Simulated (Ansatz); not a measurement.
This guess for InGa2P3 is about to be relaxed.

```
CELL_PARAMETERS angstrom
3.86741 0.00000 0.00000
-1.93370 3.34927 0.00000
0.00000 0.00000 9.47317
ATOMIC_POSITIONS crystal
In 0.33333 0.66667 0.66667
Ga 0.00000 0.00000 0.00000
Ga 0.66667 0.33333 0.33333
P 0.00000 0.00000 0.75000
P 0.33333 0.66667 0.41667
P 0.66667 0.33333 0.08333
```

Method: Ansatz, DFT PBE, scalar-relativistic, plane waves, PAW. Cutoff 420 eV, Gaussian smearing, Γ-centred meshes. Cell and atoms relax first on a coarse mesh and then on a converged one. In between, the cell is made exact in the group found at 0.06 Å. The steps can't lower the symmetry of their start. No spin polarisation.

A guess keeps its type if space group and coordination stay and the shape of the cell changes little (axis ratios within about 15 %, angles within 6°); the volume may change.

Q: Does it keep its structure type, or change into something else?

A: It keeps its type. The symmetry stays P3m1 (No. 156). The volume per atom grows by 11.0 %, from 20.5 to 22.7 Å³. The shortest distance goes from 2.37 Å (Ga–P and In–P) to 2.37 Å (Ga–P). The ratio c/a of the conventional cell changes by a factor of 1.00. Counting neighbours within 15 % of an atom's shortest distance, the start has Ga 4, In 4, P 4 and the end Ga 4, In 4, P 4.

The last run used a 12×12×4 mesh (in the run's order of axes) for its 6-atom cell and Gaussian smearing of 0.02 eV. Symmetry constrained the relaxation, so the result can be a saddle point.
